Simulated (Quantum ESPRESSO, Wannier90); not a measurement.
**Wannier functions of InCl (Cmcm)**

```
begin unit_cell_cart
ang
    4.3268700000    0.0000000000    0.0000000000
    0.0000000000    0.0000000000   -4.4337000000
   -2.1634350000    6.1076350000    0.0000000000
end unit_cell_cart
begin atoms_frac
In  -0.3903000000  0.2500000000  0.2194000000
In   0.3903000000 -0.2500000000 -0.2194000000
Cl   0.1595700000 -0.2500000000  0.3191400000
Cl  -0.1595700000  0.2500000000 -0.3191400000
end atoms_frac
```

Structure: Materials Project mp-571555, symmetrised, not relaxed again. Not found in the COD (Crystallography Open Database) copy used, which has the formula in other groups; not checked further. Level: PBEsol, spinors with spin-orbit coupling; pw.x of Quantum ESPRESSO at 56 Ry with PseudoDojo potentials, 6×6×6 k-points, Wannier90. Density: 8×8×8 mesh, cold smearing 0.01 Ry.

A tight-binding model is made by disentanglement and projection with no localisation steps (num_iter = 0), so the 32 orbitals stay atom-like: hydrogen-like In: s;p; Cl: s;p, axes along x, y, z; frozen window up to 2.53 eV relative to the valence-band maximum. It follows pw.x to 2.3 meV rms for states up to 2.0 eV relative to the valence-band maximum. Matrix elements depend on this choice of orbitals and windows. Bands 5–12 (In 4d 96 %), 13–24 (In 4d 98 %) lie between the kept ones and are excluded.

The 30 largest hoppings ⟨m,0|H|n,R⟩ between different sites (one of each Hermitian pair; signs follow the real orbitals' lobes; the list may end inside a set of equal values):

| m | n | R | distance of the centres (Å) | t (eV) | Im t (eV) |
|---|---|---|---|---|---|
| In1 py↑ | Cl4 py↑ | 0 0 1 | 2.88 | 1.774 | 0.000 |
| In1 py↓ | Cl4 py↓ | 0 0 1 | 2.88 | 1.774 | 0.000 |
| Cl3 py↑ | In2 py↑ | 0 0 1 | 2.88 | 1.774 | 0.000 |
| Cl3 py↓ | In2 py↓ | 0 0 1 | 2.88 | 1.774 | 0.000 |
| In1 s↑ | Cl4 py↑ | 0 0 1 | 2.87 | 1.197 | 0.000 |
| In1 s↓ | Cl4 py↓ | 0 0 1 | 2.87 | 1.197 | 0.000 |
| Cl3 py↑ | In2 s↑ | 0 0 1 | 2.87 | -1.197 | 0.000 |
| Cl3 py↓ | In2 s↓ | 0 0 1 | 2.87 | -1.197 | 0.000 |
| In2 pz↑ | In1 py↑ | 1 -1 0 | 3.51 | 0.963 | 0.000 |
| In2 pz↓ | In1 py↓ | 1 -1 0 | 3.51 | 0.963 | 0.000 |
| In2 py↑ | In1 pz↑ | 1 -1 0 | 3.51 | 0.963 | 0.000 |
| In2 py↓ | In1 pz↓ | 1 -1 0 | 3.51 | 0.963 | 0.000 |
| In2 pz↑ | In1 py↑ | 1 0 0 | 3.51 | -0.963 | 0.000 |
| In2 pz↓ | In1 py↓ | 1 0 0 | 3.51 | -0.963 | 0.000 |
| In2 py↑ | In1 pz↑ | 1 0 0 | 3.51 | -0.963 | 0.000 |
| In2 py↓ | In1 pz↓ | 1 0 0 | 3.51 | -0.963 | 0.000 |
| In2 py↑ | In1 py↑ | 1 -1 0 | 3.46 | 0.904 | 0.000 |
| In2 py↓ | In1 py↓ | 1 -1 0 | 3.46 | 0.904 | 0.000 |
| In2 py↑ | In1 py↑ | 1 0 0 | 3.46 | 0.904 | 0.000 |
| In2 py↓ | In1 py↓ | 1 0 0 | 3.46 | 0.904 | 0.000 |
| In1 py↑ | Cl4 s↑ | 0 0 1 | 2.69 | -0.873 | 0.000 |
| In1 py↓ | Cl4 s↓ | 0 0 1 | 2.69 | -0.873 | 0.000 |
| Cl3 s↑ | In2 py↑ | 0 0 1 | 2.69 | 0.873 | 0.000 |
| Cl3 s↓ | In2 py↓ | 0 0 1 | 2.69 | 0.873 | 0.000 |
| In2 s↑ | In1 py↑ | 1 -1 0 | 3.47 | 0.772 | 0.000 |
| In2 s↓ | In1 py↓ | 1 -1 0 | 3.47 | 0.772 | 0.000 |
| In2 py↑ | In1 s↑ | 1 -1 0 | 3.47 | -0.772 | 0.000 |
| In2 py↓ | In1 s↓ | 1 -1 0 | 3.47 | -0.772 | 0.000 |
| In2 s↑ | In1 py↑ | 1 0 0 | 3.47 | 0.772 | 0.000 |
| In2 s↓ | In1 py↓ | 1 0 0 | 3.47 | 0.772 | 0.000 |
